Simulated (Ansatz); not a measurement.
Here is the system:

AlN:
```
CELL_PARAMETERS angstrom
      3.11384     0.00000     0.00000
     -1.55692     2.69667     0.00000
      0.00000     0.00000     4.98357
ATOMIC_POSITIONS crystal
  Al 0.66667 0.33333 0.00359
  Al 0.33333 0.66667 0.50359
  N  0.66667 0.33333 0.62161
  N  0.33333 0.66667 0.12161
```

This is the PBEsol-relaxed structure.

All from plane-wave PAW PBEsol (Ansatz code), unless another level is named. Predict the HSE06 gap on the PBEsol cell.

5.54 eV.

Give the electron effective mass.

0.30 mₑ (isotropic).

And the valence-band maximum?

at Γ.

Give the weight of the conduction-edge state by species (Voronoi cells).

N 56 %, Al 44 %.

Space group P6_3mc (wurtzite). Symmetry was held in the PBEsol relaxation.

Potentials: the later of the program's two PAW sets.
